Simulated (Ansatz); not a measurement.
BaS:
```
CELL_PARAMETERS angstrom
      0.00000     3.21440     3.21440
      3.21440     0.00000     3.21440
      3.21440     3.21440     0.00000
ATOMIC_POSITIONS crystal
  Ba 0.00000 0.00000 0.00000
  S  0.50000 0.50000 0.50000
```

Relaxed with PBE.

Question: Map the electron localisation function on the plane through (0.000, 0.000, 0.000) spanned by u = [1, 0, 0] and v = [0, 1, -1] in lattice vectors, from PBE in the plane-wave PAW code Ansatz.

Answer: x is the fraction of u, y of v (the angle between them is 90°; rows are the nearest grid lines); atoms in the plane: Ba at (0.00, 0.00), S at (0.50, 0.50).
```
y \ x   0.000  0.0870  0.174  0.261  0.348  0.435  0.565  0.652  0.739  0.826  0.913   1.00
------  -----  ------  -----  -----  -----  -----  -----  -----  -----  -----  -----  -----
1.00    0.000   0.183  0.871  0.723  0.089  0.027  0.027  0.089  0.723  0.871  0.183  0.000
0.913   0.174   0.628  0.875  0.567  0.068  0.090  0.090  0.068  0.567  0.875  0.628  0.174
0.826   0.871   0.875  0.738  0.175  0.153  0.522  0.522  0.153  0.175  0.738  0.875  0.871
0.783   0.866   0.817  0.448  0.120  0.370  0.724  0.724  0.370  0.120  0.448  0.817  0.866
0.696   0.354   0.202  0.103  0.393  0.795  0.861  0.861  0.795  0.393  0.103  0.202  0.354
0.609   0.032   0.056  0.327  0.774  0.865  0.752  0.752  0.865  0.774  0.327  0.056  0.032
0.522   0.031   0.134  0.615  0.835  0.837  0.186  0.186  0.837  0.835  0.615  0.134  0.031
0.478   0.031   0.134  0.615  0.835  0.837  0.186  0.186  0.837  0.835  0.615  0.134  0.031
0.391   0.032   0.056  0.327  0.774  0.865  0.752  0.752  0.865  0.774  0.327  0.056  0.032
0.304   0.354   0.202  0.103  0.393  0.795  0.861  0.861  0.795  0.393  0.103  0.202  0.354
0.217   0.866   0.817  0.448  0.120  0.370  0.724  0.724  0.370  0.120  0.448  0.817  0.866
0.174   0.871   0.875  0.738  0.175  0.153  0.522  0.522  0.153  0.175  0.738  0.875  0.871
0.0870  0.174   0.628  0.875  0.567  0.068  0.090  0.090  0.068  0.567  0.875  0.628  0.174
0.000   0.000   0.183  0.871  0.723  0.089  0.027  0.027  0.089  0.723  0.871  0.183  0.000
```

The density is the valence pseudo-density with augmentation charge, so density and ELF within about 1 Å of a nucleus are not all-electron values.

Space group Fm-3m (rock salt). The PBE relaxation kept the symmetry of its start; phonons on a q-mesh show no instability. Spin–orbit coupling is left out wherever it is not named.

Potentials: the later of the program's two PAW sets.
